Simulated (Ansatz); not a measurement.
Total density of states per atom from the program Ansatz at the r²SCAN level (PAW), in 0.25 eV bins, energy from the valence-band maximum:

```
E (eV) | states/eV/atom
    -7.85 | ################ 0.61
    -7.60 | ##### 0.21
    -7.35 | ################## 0.72
    -7.10 | ########### 0.44
    -6.85 | ######### 0.35
    -6.60 | ###### 0.22
    -6.35 | ##### 0.18
    -6.10 | ### 0.11
    -5.85 | ## 0.06
    -5.60 |  0.02
    -5.35 |  0.00
    -5.10 |  0.00
    -4.85 | ## 0.08
    -4.60 | ########### 0.42
    -4.35 | ###################### 0.85
    -4.10 | ########### 0.43
    -3.85 | ############ 0.49
    -3.60 | ################# 0.68
    -3.35 | ################ 0.61
    -3.10 | ############### 0.60
    -2.85 | ################# 0.68
    -2.60 | ################# 0.68
    -2.35 | ######################## 0.94
    -2.10 | ############################## 1.17
    -1.85 | ######################## 0.95
    -1.60 | ########################## 1.03
    -1.35 | ####################### 0.89
    -1.10 | ################### 0.74
    -0.85 | ################# 0.66
    -0.60 | ############## 0.55
    -0.35 | ### 0.12
    -0.10 |  0.01
     0.15 |  0.00
     0.40 |  0.00
     0.65 |  0.00
     0.90 |  0.00
     1.15 |  0.00
     1.40 |  0.01
     1.65 | ### 0.12
     1.90 | #### 0.16
     2.15 | ##### 0.18
     2.40 | ######## 0.31
     2.65 | ########## 0.40
     2.90 | #### 0.16
     3.15 | #### 0.15
     3.40 | ####### 0.26
     3.65 | ####### 0.29
     3.90 | ####### 0.27
     4.15 | ##### 0.19
     4.40 | ######### 0.37
     4.65 | ########## 0.37
     4.90 | ######### 0.34
     5.15 | ####### 0.26
     5.40 | ######### 0.37
     5.65 | ######### 0.34
     5.90 | ############ 0.48
     6.15 | ######### 0.35
```

Pick the material that matches.
A) CaO, zinc blende
B) PbS, rock salt
C) ZnPbO3, R3c (Zn on 6a, Pb on 6a, O on 18b)
D) Pb3O4, Pbam (Pb on 4g, Pb on 2d, O on 4g, O on 4h)

D, Pb3O4, Pbam (Pb on 4g, Pb on 2d, O on 4g, O on 4h). Top 1 eV of the valence band: O 2p 69 %, Pb 6s 20 %, Pb 6p 9 %. Bottom 1 eV of the conduction band: O 2p 47 %, Pb 6s 30 %, Pb 6p 14 %, O 2s 6 %. Projections are on Löwdin-orthogonalised atomic valence shells; empty p or d shells of many metals are not among them.

The first step of the workflow began from a Materials Project structure, measured or hypothetical; the Crystallography Open Database files this formula in space group No. 55, but the cells were not matched. Its standing as an ambient phase is unchecked. The cell was relaxed with r²SCAN under the symmetry of its start; its stability against distortions is not shown here. Spin–orbit coupling is left out wherever it is not named.

Potentials: the later of the program's two PAW sets.
